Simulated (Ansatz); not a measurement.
A relaxed 1×1 slab of 5 planes, cut along (111) from a bcc crystal of one element, has a cell area of 15.56 Å² and a bulk spacing of 0.865 Å between its first planes. All-electron LAPW in Ansatz 0.2.0 (PBE, scalar-relativistic, no spin polarisation) gives γ = 2.64 J/m², Φ = 3.70 eV and a change of the outer spacing of -5.2 %. The bcc structure needn't be the element's own.

Task: Which element is it?

Result: V. Other candidates weren't computed, and some may come near.
